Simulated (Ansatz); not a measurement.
**SiC under compression and expansion**

```cif
data_structure
_symmetry_space_group_name_H-M 'F-43m'
_symmetry_Int_Tables_number 216
_cell_length_a 4.3797
_cell_length_b 4.3797
_cell_length_c 4.3797
_cell_angle_alpha 90.000
_cell_angle_beta 90.000
_cell_angle_gamma 90.000
_cell_volume 84.01
loop_
_atom_site_label
_atom_site_type_symbol
_atom_site_symmetry_multiplicity
_atom_site_Wyckoff_symbol
_atom_site_fract_x
_atom_site_fract_y
_atom_site_fract_z
_atom_site_occupancy
Si1 Si 4 a 0.00000 0.00000 0.00000 1
C1 C 4 d 0.25000 0.25000 0.75000 1
```

The runs use the primitive cell with vectors (0.000, 2.190, 2.190), (2.190, 0.000, 2.190), (2.190, 2.190, 0.000) Å, to which the k mesh refers.

The cell was built from the zincblende type and relaxed in the same program, and has space group F-43m; it needn't be a known or the stable phase.

Levels of theory: DFT, PBE, all-electron LAPW, scalar-relativistic (Ansatz 0.2.0); DFT, PBE, PAW with Ansatz's default frozen-core files, scalar-relativistic (Ansatz 0.2.0).

For LAPW: a Γ-centred 16×16×16 k mesh, Fermi–Dirac smearing of 0.08 eV, basis error target 0.5 meV/atom, no spin polarisation. PAW takes a cutoff of 420 eV at this cell. The Ansatz runs share mesh, smearing and spin set-up. Plane-wave (PAW) pressures include the program's estimate of the Pulay term.

The cell above is scaled evenly, with fractional coordinates and shape held.

| V/V(cell) | V (Å³/atom) | P, LAPW (GPa) | P, PAW (GPa) | gap on the k mesh, LAPW (eV) | free energy over the lowest listed, PAW (meV/atom) |
| --- | --- | --- | --- | --- | --- |
| 0.9405 | 9.877 | 14.69 | 14.70 | 1.31 | 27.3 |
| 0.9800 | 10.292 | 4.48 | 4.47 | 1.35 | 2.9 |
| 1.0000 | 10.502 | 0.01 | 0.00 | 1.37 | 0.0 |
| 1.0200 | 10.712 | ? | ? | ? | ? |
| 1.0600 | 11.132 | -11.01 | -11.04 | 1.42 | 22.8 |

Fill in the row V/V(cell) = 1.0200.

P, LAPW (GPa) = -4.03, P, PAW (GPa) = -4.05, gap on the k mesh, LAPW (eV) = 1.39, free energy over the lowest listed, PAW (meV/atom) = 2.7.

What do Birch–Murnaghan fits to the pressures give?

LAPW: V0 = 10.50 Å³/atom, B0 = 212 GPa, B0′ = 3.9; PAW: V0 = 10.50 Å³/atom, B0 = 213 GPa, B0′ = 3.9.

PAW's V0 lies -0.01 % from the all-electron value and its B0 0.2 %. Symmetry fixes shape and coordinates here, so this is the relaxed modulus.
